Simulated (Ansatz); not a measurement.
Ga$_{2}$O$_{3}$:
```xyz
10
Lattice="2.4923 1.4389 4.4801 -2.4923 1.4389 4.4801 0.0000 -2.8779 4.4801" Properties=species:S:1:pos:R:3 pbc="T T T"
Ga     0.0000     0.0000    11.4970
Ga     0.0000     0.0000     1.9434
Ga     0.0000     0.0000     8.6636
Ga     0.0000     0.0000     4.7768
O      0.7567     1.5672     5.6002
O     -0.7567    -1.5672     7.8402
O     -1.7356    -0.1283     5.6002
O      1.7356     0.1283     7.8402
O      0.9789    -1.4389     5.6002
O     -0.9789     1.4389     7.8402
```

Tensor components refer to the Cartesian frame of this cell.

Question: Give the high-frequency dielectric tensor and the Born effective charge tensors of the independent atoms from DFPT, r²SCAN (plane waves, PAW; program Ansatz).

Answer: 
ε∞:
```
4.03  0.00  0.00
0.00  4.03  0.00
0.00  0.00  3.92
```
Z* of atom 1 (Ga), rows: field, columns: displacement, in e:
```
 3.30   0.05   0.00
-0.05   3.30   0.00
 0.00   0.00   3.25
```
Z* of atom 5 (O), rows: field, columns: displacement, in e:
```
-2.15   0.09  -0.32
 0.09  -2.26  -0.19
-0.45  -0.26  -2.17
```

Static charges for comparison (Bader): Ga1 +2.01, O5 -1.34 e. Born charges measure polarisation by displacement and can exceed these by far.

Space group R-3c (corundum). The cell was relaxed with r²SCAN under the symmetry of its start. Spin–orbit coupling is left out wherever it is not named.

Potentials: the earlier of the program's two PAW sets.
